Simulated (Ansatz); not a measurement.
A crystal relaxed with r2SCAN in the PAW code Ansatz has space group P-6m2 (No. 187) and a = 5.042 Å, c = 4.424 Å.

```tsv
atom	site	x	y	z
K	1a	0.0000	0.0000	0.0000
Cd	1f	0.6667	0.3333	0.5000
C	1d	0.3333	0.6667	0.5000
Xx	3k	0.1864	0.3728	0.5000
F	1e	0.6667	0.3333	0.0000
```

r2SCAN gives an indirect gap of 2.678 eV, from A to Γ; the least direct gap is 2.682 eV at Γ. Least and direct gap differ so little that the kind isn't settled. The HSE06 gap is indirect, 3.84 eV (A to Γ), below the direct gap of 3.85 eV at Γ. Least and direct gap differ so little that the kind isn't settled. Meshes: r2SCAN 6×6×6, HSE06 6×6×6. r2SCAN's ε∞ is 2.8 along x and y, 2.3 along z.

Q: Which element is Xx?
A. Se
B. Te
C. O
D. S

A: C. Xx is O: a 7-atom cell of KCdCO3F from a published structure. K has 6 O at 2.75 Å and 3 F at 2.91 Å; Cd has 2 F at 2.21 Å and 6 O at 2.53 Å; C has 3 O at 1.28 Å; O has 1 C at 1.28 Å and 2 Cd at 2.53 Å and 2 K at 2.75 Å; F has 2 Cd at 2.21 Å and 3 K at 2.91 Å.

Computed at 0 K without zero-point motion; spin polarisation is off.

The runs are scalar-relativistic, without spin-orbit coupling.

The meshes of the hybrids are coarse, so their gaps aren't converged to the digits shown.
